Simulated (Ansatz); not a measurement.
TlI (CsCl type)

```
CELL_PARAMETERS angstrom
      4.24524     0.00000     0.00000
      0.00000     4.24524     0.00000
      0.00000     0.00000     4.24524
ATOMIC_POSITIONS crystal
  Tl 0.00000 0.00000 0.00000
  I  0.50000 0.50000 0.50000
```

The slice is a {110} plane (indices of the conventional cell) through the point (0.500, 0.500, 0.500) (fractional), spanned by u = [100] and v = [011] in vectors of this cell: u (4.25 Å) and v (6.00 Å, at 90° to u). It covers one period; positions are fractions (u, v).

The numbers are results of r2SCAN (plane waves to 500 eV, PAW, scalar-relativistic; Ansatz, an electronic-structure program), not measurements. k mesh 8×8×8. Near the nuclei the fields are pseudised (PAW); where an atom keeps semicore shells as valence, they peak there. Spin-orbit coupling is left out, though I and Tl are heavy. TlI was relaxed with its symmetry unable to fall.

Three fields on this plane, each scaled to ten steps between its own extremes (0 low, 9 high; the total valence density on a logarithmic scale, the potential cut 8 eV below its top; x marks points blanked near nuclei; v = 0 in the bottom row):

Map A
```
|xxxx9753223579xxx|
|xxxx9753113579xxx|
|xxx976421124679xx|
|99986532112356899|
|77765432222345677|
|55544334444334455|
|33333456666543333|
|12234679999764322|
|012358xxxxxx85321|
|002479xxxxxx97420|
|00258xxxxxxxx8520|
|00258xxxxxxxx8520|
|00258xxxxxxxx8520|
|002479xxxxxx97420|
|012358xxxxxx85321|
|12234679999764322|
|33333456666543333|
|55544334444334455|
|77765432222345677|
|99986532112356899|
|xxx976421124679xx|
|xxxx9753113579xxx|
|xxxx9753223579xxx|
|xxxxx75322357xxxx|
```

Map B
```
|xxxx0379999730xxx|
|xxxx0589999850xxx|
|xxx026899998620xx|
|00026889999886200|
|23567888888887653|
|77788776666778877|
|88887642112467888|
|99876300000036789|
|888630xxxxxx03688|
|887500xxxxxx00578|
|88640xxxxxxxx0468|
|87630xxxxxxxx0367|
|88640xxxxxxxx0468|
|887500xxxxxx00578|
|888630xxxxxx03688|
|99876300000036789|
|88887642112467888|
|77788776666778877|
|23567888888887653|
|00026889999886200|
|xxx026899998620xx|
|xxxx0589999850xxx|
|xxxx0379999730xxx|
|xxxxx27999972xxxx|
```

Map C
```
|xxxx8983003898xxx|
|xxxx9972002799xxx|
|xxx999610016999xx|
|88999730000379998|
|99996200000026999|
|98742011221102478|
|54210123443210124|
|11001345555431001|
|000134xxxxxx43100|
|001345xxxxxx54310|
|00144xxxxxxxx4410|
|00245xxxxxxxx5420|
|00144xxxxxxxx4410|
|001345xxxxxx54310|
|000134xxxxxx43100|
|11001345555431001|
|54210123443210124|
|98742011221102478|
|99996200000026999|
|88999730000379998|
|xxx999610016999xx|
|xxxx9972002799xxx|
|xxxx8983003898xxx|
|xxxxx98300389xxxx|
```

Task: Assign the maps to these fields: electron localisation function (ELF); valence electron density; electrostatic potential energy of an electron, from the cell's mean.

Result: A is the valence electron density; B is the electrostatic potential energy of an electron, from the cell's mean; C is the electron localisation function (ELF).
